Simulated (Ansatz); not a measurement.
Ir (fcc (Cu type)), relaxed with PBEsol (Ansatz, a quantum-chemistry and plane-wave program, plane waves, PAW): a = 3.8301 Å, b = 3.8301 Å, c = 3.8301 Å, α = 90.00°, β = 90.00°, γ = 90.00°.

Q: The same phase is relaxed and computed with r²SCAN+D4 in the same code. What is the cell now?

A: a = 3.836 Å, b = 3.836 Å, c = 3.836 Å, α = 90.00°, β = 90.00°, γ = 90.00°.

All cells were relaxed under the symmetry of their starts (and spin orders); stability against distortions was not tested throughout. Named crystals with no word on spin ran without spin polarisation. Scalar-relativistic: spin–orbit coupling is off unless named, which matters more the heavier the elements.

Potentials: the earlier of the program's two PAW sets. The files were generated under PBE; for other functionals the program regenerates the frozen cores, and for LDA and PBEsol the local potential too.

Ansatz is a plane-wave DFT program.
